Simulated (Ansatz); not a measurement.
Geometry optimisation in Ansatz: input, command and trajectory.

```yaml
crystal:
  lattice:
    - [2.8263920838, 0.0, 0.0]
    - [-1.4131960419, 2.4477273456, 0.0]
    - [0.0, 0.0, 2.7684522456]
  atoms:
    - { symbol: W, position: [0.0, 0.0, 0.0] }
    - { symbol: C, position: [0.6666666667, 0.3333333333, 0.5] }
basis:
  ecutwfc: 420
kpoints:
  mp_grid: { grid: [18, 18, 14] }
hamiltonian:
  xc: pbe
scf:
  occupations: { method: gaussian, width: 0.1 }
output:
  forces: true
  stress: true
  eigenvalues: true
  write_density: true
  write_potential: true
  elf: true
  volumetric_format: npy
relax:
  adjacent_minimum: "off"
  f_tol: 0.01
  max_steps: 30
  cell: { stress_tol: 0.1, fix: [volume] }
```

```bash
ansatz run input.yaml --threads 1 --pin off --max-ram 2560MiB --backend cpu --events-out ev --progress --plain --runs-dir out
```

Level of theory: DFT PBE, scalar-relativistic, plane waves, PAW (Ansatz).

The volume is held at 0.91 times that of the relaxed cell.

Of 4 frames 3 are shown, positions in Å and forces in eV/Å; the SCF threshold varies from step to step. Steps run on the plane waves of an earlier cell, with a Pulay correction in the pressure. The basis is chosen afresh for the last frame, the zero of the energies, and at times for earlier ones too; energy and pressure step there, also at an unchanged geometry. The mark taken_back stands on steps that the optimiser undid.

```xyz
2
Lattice="2.8264 0.0000 0.0000 -1.4132 2.4477 0.0000 0.0000 0.0000 2.7685" Properties=species:S:1:pos:R:3:forces:R:3 pbc="T T T" step=1 free_energy_over_end_meV_per_atom=0.12 pressure_GPa=44.23
W     0.0000    0.0000    0.0000    0.0000    0.0000    0.0000
C     1.4132    0.8159    1.3842    0.0000    0.0000    0.0000
2
Lattice="2.8197 0.0000 0.0000 -1.4099 2.4420 0.0000 0.0000 0.0000 2.7815" Properties=species:S:1:pos:R:3:forces:R:3 pbc="T T T" step=2 free_energy_over_end_meV_per_atom=0.36 pressure_GPa=43.90 taken_back
W     0.0000    0.0000    0.0000    0.0000    0.0000    0.0000
C     1.4099    0.8140    1.3908    0.0000    0.0000    0.0000
2
Lattice="2.8239 0.0000 0.0000 -1.4120 2.4456 0.0000 0.0000 0.0000 2.7732" Properties=species:S:1:pos:R:3:forces:R:3 pbc="T T T" step=4 free_energy_over_end_meV_per_atom=0.00 pressure_GPa=44.10
W     0.0000    0.0000    0.0000    0.0000    0.0000    0.0000
C     1.4120    0.8152    1.3866    0.0000    0.0000    0.0000
```

It took 40 s on 1 thread of Arm Neoverse V1 (shared host), peak memory 0.39 GiB.

Spin–orbit coupling is left out, which can shift energies with elements as heavy as these.